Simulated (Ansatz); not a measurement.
Rb2NaYF6:
```xyz
10
Lattice="0.0000 4.4145 4.4145 4.4145 0.0000 4.4145 4.4145 4.4145 0.0000" Properties=species:S:1:pos:R:3 pbc="T T T"
Rb     6.6218     6.6218     6.6218
Rb     2.2073     2.2073     2.2073
Na     4.4145     4.4145     4.4145
Y      0.0000     0.0000     0.0000
F      2.1599     4.4145     4.4145
F      6.6691     4.4145     4.4145
F      4.4145     2.1599     4.4145
F      4.4145     6.6691     4.4145
F      4.4145     4.4145     2.1599
F      4.4145     4.4145     6.6691
```

Relaxed with r²SCAN.

Question: Map the electron localisation function on the plane through (0.750, 0.750, 0.750) spanned by u = [1, 0, 0] and v = [-1, 1, 1] in lattice vectors, from r²SCAN (plane waves, PAW; program Ansatz).

Answer: x is the fraction of u, y of v (the angle between them is 90°; rows are the nearest grid lines); atoms in the plane: Rb at (0.00, 0.00), Rb at (0.00, 0.50), Na at (0.50, 0.75), Y at (0.50, 0.25), F at (0.50, 0.49), F at (0.50, 0.01).
```
|  *@@@#.  -#%@#++#@%#-  .#@@@*  |
|#%@@@%+.  :*%@@@@@@%*:  .+@@@@%#|
|@@@@@#-   .=*%%@@%%*=.   -#@@@@@|
|@%%*=.                    .=*%%@|
|..           -+**+-           ..|
|           .+#+--+#+.           |
|           .**=::=**.           |
|            -*#**#*-            |
|*+=:                        :=+*|
|@@@@#=.    .-=++++=-.    .=#@@@@|
|@@@@@#-   .=*%%@@%%*=.   -#@@@@@|
|.:#@@@*.  -#%@%##%@%#-  .*@@@#:.|
|.:#@@@*.  -#%@%**%@%#-  .*@@@#:.|
|@@@@@#-   .=*%%@@%%*=.   -#@@@@@|
|@@@@#=.    .:-====-:.    .=#@@@@|
|*+=.        :=+**+=:        .=+*|
|          .+@@@@@@@@+.          |
|          :#@@#==#@@#:          |
|          :#@@%**%@@#:          |
|..         :*@@@@@%*:         ..|
|@%%*-.        ....        .-*%%@|
|@@@@@#-   .=*%%@@%%*=.   -#@@@@@|
|#%@@@%+   -*%@@%%@@%*-   +%@@@%#|
|  *@@@#.  -#%@#++#@%#-  .#@@@*  |
```
Scale: ten equal steps from 0.003 (start of ' ') to 0.880 (end of '@'), in the order ' .:-=+*#%@'; x runs from 0.000 to 1.00, y from 0.000 (bottom) to 1.00 (top).

The density is the valence pseudo-density with augmentation charge, so density and ELF within about 1 Å of a nucleus are not all-electron values.

Space group Fm-3m. The workflow started from a Materials Project entry (that database holds measured and hypothetical structures alike); the Crystallography Open Database files this formula in space group No. 225, but the cells were not matched. Whether it is the stable phase at ambient conditions was not checked. The cell was relaxed with r²SCAN under the symmetry of its start; whether a distortion lowers the energy is not shown. No spin polarisation was allowed.

Potentials: the later of the program's two PAW sets.
